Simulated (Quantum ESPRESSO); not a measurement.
Ag2Hf3ZnTiAu, input and log of a self-consistent run

Simulated, not a measurement. The program is pw.x of Quantum ESPRESSO 7.5 (plane-wave density functional theory). The cell is made up: eight metal atoms on a hexagonal close-packed lattice, with elements, volume, strain and displacements drawn at random and not relaxed, so it may be unstable or far from any real phase. PseudoDojo standard norm-conserving files set the functional (PBE unless stated); there is no spin polarisation or spin-orbit coupling, the Fermi-Dirac width of 0.25 eV means electrons at about 2900 K, and the masses in the input are unused placeholders. Heavy elements are run without spin-orbit coupling, which real alloys of them have. A spin test at this wide smearing found no moment, but such smearing suppresses magnetism that the real alloy may have.

Input:

```
&control calculation='scf', pseudo_dir='./dojo.nc.sr.pbe.v0_5.standard.upf', outdir='./o', disk_io='minimal', tprnfor=.true., tstress=.true. /
&system ibrav=0, nat=8, ntyp=5, nbnd=77, ecutwfc=84.00895049, nosym=.true., tot_charge=0,
 occupations='smearing', smearing='fd', degauss=0.0183746611
/
&electrons conv_thr=1.470e-08, electron_maxstep=70, mixing_beta=0.5 /
ATOMIC_SPECIES
Ag 1.0 Ag.upf
Au 1.0 Au.upf
Hf 1.0 Hf.upf
Ti 1.0 Ti.upf
Zn 1.0 Zn.upf
CELL_PARAMETERS angstrom
3.0808 0.0 0.0
1.5404 -2.668 -4.9816
1.5404 8.004 -4.9816
ATOMIC_POSITIONS angstrom
Ag -0.0092 -0.1053 -0.0109
Hf 1.5794 2.5697 -4.9758
Zn 1.5848 -0.8309 -2.4009
Ag 3.1339 1.8291 -7.5707
Ti 3.03 5.3336 -5.0292
Au 3.0905 -0.0636 -5.0868
Hf 3.0823 1.8852 -2.5229
Hf 4.6018 4.5122 -7.4741
K_POINTS automatic
8 4 3 1 1 1
```

The log is shortened where brackets say so; the opening notice, blank lines, dates and the lines on written files are dropped, and the path of the files is cut. It prints rydbergs, bohrs and kilobars, and counts compression as positive stress. Its total energy is the free energy E - TS of the whole cell.

```
     Program PWSCF v.7.5
     Parallel version (MPI & OpenMP), running on       4 processor cores
     Number of MPI processes:                 4
     Threads/MPI process:                     1
     [start-up lines left out]
     bravais-lattice index     =            0
     lattice parameter (alat)  =       5.8219  a.u.
     unit-cell volume          =    1105.2863 (a.u.)^3
     number of atoms/cell      =            8
     number of atomic types    =            5
     number of electrons       =       125.00
     number of Kohn-Sham states=           77
     kinetic-energy cutoff     =      84.0090  Ry
     charge density cutoff     =     336.0358  Ry
     scf convergence threshold =      1.5E-08
     mixing beta               =       0.5000
     number of iterations used =            8  plain     mixing
     Exchange-correlation= PBE
                           (   1   4   3   4   0   0   0)
     [axes and pseudopotential details left out]
   Cartesian axes
     site n.     atom                  positions (alat units)
         1        Ag     tau(   1) = (  -0.0029862  -0.0341794  -0.0035380  )
         2        Hf     tau(   2) = (   0.5126590   0.8341015  -1.6151000  )
         3        Zn     tau(   3) = (   0.5144118  -0.2697027  -0.7793106  )
         4        Ag     tau(   4) = (   1.0172358   0.5937094  -2.4573812  )
         5        Ti     tau(   5) = (   0.9835108   1.7312386  -1.6324331  )
         6        Au     tau(   6) = (   1.0031485  -0.0206440  -1.6511296  )
         7        Hf     tau(   7) = (   1.0004869   0.6119190  -0.8189107  )
         8        Hf     tau(   8) = (   1.4937029   1.4646196  -2.4260257  )
     number of k points=    48  Fermi-Dirac smearing, width (Ry)=  0.0184
                       cart. coord. in units 2pi/alat
        k(    1) = (   0.0625000   0.0120284  -0.0644204), wk =   0.0416667
        k(    2) = (   0.0625000  -0.1804254   0.0386522), wk =   0.0416667
     [further k points left out]
     Dense  grid:   114959 G-vectors     FFT dimensions: (  36,  72, 108)
     Estimated max dynamical RAM per process >     429.41 MB
     Estimated total dynamical RAM >       1.60 GB
     Initial potential from superposition of free atoms
     starting charge     124.9917, renormalised to     125.0000
     Starting wfcs are   80 randomized atomic wfcs
     total cpu time spent up to now is        6.9 secs
     per-process dynamical memory:   331.0 Mb
     Self-consistent Calculation
     iteration #  1     ecut=    84.01 Ry     beta= 0.50
     Davidson diagonalization with overlap
     ethr =  1.00E-02,  avg # of iterations =  3.7
     total cpu time spent up to now is       23.1 secs
     total energy              =   -1789.27595281 Ry
     estimated scf accuracy    <       4.07536167 Ry
     iteration #  2     ecut=    84.01 Ry     beta= 0.50
     Davidson diagonalization with overlap
     ethr =  3.26E-03,  avg # of iterations =  4.6
     total cpu time spent up to now is       41.6 secs
     total energy              =   -1788.24703114 Ry
     estimated scf accuracy    <      55.19711591 Ry
     iteration #  3     ecut=    84.01 Ry     beta= 0.50
     Davidson diagonalization with overlap
     ethr =  3.26E-03,  avg # of iterations =  6.6
     total cpu time spent up to now is       59.7 secs
     total energy              =   -1791.12745432 Ry
     estimated scf accuracy    <       8.61985248 Ry
     iteration #  4     ecut=    84.01 Ry     beta= 0.50
     Davidson diagonalization with overlap
     ethr =  3.26E-03,  avg # of iterations =  2.9
     total cpu time spent up to now is       73.5 secs
     total energy              =   -1791.63444896 Ry
     estimated scf accuracy    <       3.08669749 Ry
     iteration #  5     ecut=    84.01 Ry     beta= 0.50
     Davidson diagonalization with overlap
     ethr =  2.47E-03,  avg # of iterations =  3.5
     total cpu time spent up to now is       86.7 secs
     total energy              =   -1791.76316586 Ry
     estimated scf accuracy    <       0.40800733 Ry
     [iterations 6 to 13 left out]
     iteration # 14     ecut=    84.01 Ry     beta= 0.50
     Davidson diagonalization with overlap
     ethr =  1.01E-09,  avg # of iterations =  3.1
     total cpu time spent up to now is      216.8 secs
     total energy              =   -1791.81859370 Ry
     estimated scf accuracy    <       0.00000057 Ry
     iteration # 15     ecut=    84.01 Ry     beta= 0.50
     Davidson diagonalization with overlap
     ethr =  4.52E-10,  avg # of iterations =  2.2
     total cpu time spent up to now is      230.0 secs
     total energy              =   -1791.81859376 Ry
     estimated scf accuracy    <       0.00000061 Ry
     iteration # 16     ecut=    84.01 Ry     beta= 0.50
     Davidson diagonalization with overlap
     ethr =  4.52E-10,  avg # of iterations =  1.4
     total cpu time spent up to now is      242.4 secs
     total energy              =   -1791.81859379 Ry
     estimated scf accuracy    <       0.00000028 Ry
     iteration # 17     ecut=    84.01 Ry     beta= 0.50
     Davidson diagonalization with overlap
     ethr =  2.26E-10,  avg # of iterations =  1.8
     total cpu time spent up to now is      255.1 secs
     total energy              =   -1791.81859382 Ry
     estimated scf accuracy    <       0.00000013 Ry
     iteration # 18     ecut=    84.01 Ry     beta= 0.50
     Davidson diagonalization with overlap
     ethr =  1.01E-10,  avg # of iterations =  1.0
     total cpu time spent up to now is      267.2 secs
     End of self-consistent calculation
     [lines on levels left out]
!    total energy              =   -1791.81859382 Ry
     estimated scf accuracy    <          6.8E-10 Ry
     smearing contrib. (-TS)   =      -0.10862715 Ry
     internal energy E=F+TS    =   -1791.70996667 Ry
     The total energy is F=E-TS. E is the sum of the following terms:
     one-electron contribution =    -878.81468431 Ry
     hartree contribution      =     484.52824742 Ry
     xc contribution           =    -292.18673039 Ry
     ewald contribution        =   -1105.23679939 Ry
     convergence has been achieved in  18 iterations
     Forces acting on atoms (cartesian axes, Ry/au):
     atom    1 type  1   force =    -0.00066842    0.00491351   -0.00671220
     atom    2 type  3   force =    -0.00657952   -0.00597577   -0.02794742
     atom    3 type  5   force =    -0.00283639   -0.00405358   -0.00652528
     atom    4 type  1   force =    -0.00495971    0.00480387   -0.00423852
     atom    5 type  4   force =     0.00778393   -0.00792223   -0.00303612
     atom    6 type  2   force =    -0.00003798    0.00649653    0.01091309
     atom    7 type  3   force =     0.00600530   -0.01061164    0.02447829
     atom    8 type  3   force =     0.00129280    0.01234932    0.01306815
     Total force =     0.049286     Total SCF correction =     0.000144
     Computing stress (Cartesian axis) and pressure
          total   stress  (Ry/bohr**3)                   (kbar)     P=      -51.39
  -0.00020808   0.00000208   0.00001864          -30.61        0.31        2.74
   0.00000208  -0.00051434   0.00002804            0.31      -75.66        4.12
   0.00001864   0.00002804  -0.00032554            2.74        4.12      -47.89
     init_run     :      6.51s CPU      6.78s WALL (       1 calls)
     electrons    :    253.92s CPU    260.32s WALL (       1 calls)
     forces       :      2.36s CPU      2.39s WALL (       1 calls)
     stress       :      8.00s CPU      8.20s WALL (       1 calls)
     [timing details left out]
     PWSCF        :   4m30.89s CPU   4m37.86s WALL
     JOB DONE.
```

In other units: free energy -24378.934 eV for the cell, pressure -5.14 GPa, largest force component 0.719 eV/Å in size. The run took 280 s of wall time with four MPI processes on a shared machine (Intel Xeon, 2023 or later, virtual cores), so the time is rough. A rerun of this cell at a higher cutoff and on a denser mesh moved values by no more than 0.004 eV in energy, 0.06 GPa in stress and 0.005 eV/Å in force, and a second program with other atomic files agreed on that cell to 2 % rms in force and 0.5 GPa in pressure.